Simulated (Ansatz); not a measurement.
Input:

C:
```
C
1.0
    4.43556     0.00000     0.00000
   -2.21778     3.84131     0.00000
    0.00000     0.00000     2.51946
C
6
Direct
  0.44797   0.89595   0.25000
  0.10405   0.55203   0.25000
  0.44797   0.55203   0.25000
  0.55203   0.10405   0.75000
  0.89595   0.44797   0.75000
  0.55203   0.44797   0.75000
```

This is the PBEsol-relaxed structure. Cartesian axes are those of the cell as given.

Q: All from DFT-PBEsol in the program Ansatz with PAW potentials, unless another level is named. Predict the electron effective mass.

A: 0.14, 0.14, 1.2 mₑ (principal values).

Q: What about the HSE06 gap on the PBEsol cell?

A: 3.28 eV.

Q: Give the band gap.

A: 2.24 eV (direct).

Q: And the hole effective mass, band 2 of 2 at the edge?

A: 0.12 along x, 0.90 along z (mₑ).

Space group P6_3/mmc. The start of the workflow was typed in or built on a structure type. Its sites differ from those of the usual phase in this space group: another stacking or structure type. Symmetry was held in the PBEsol relaxation; its stability against distortions is not shown here.

Potentials: the earlier of the program's two PAW sets. The files were generated under PBE; for other functionals the program regenerates the frozen cores, and for LDA and PBEsol the local potential too.
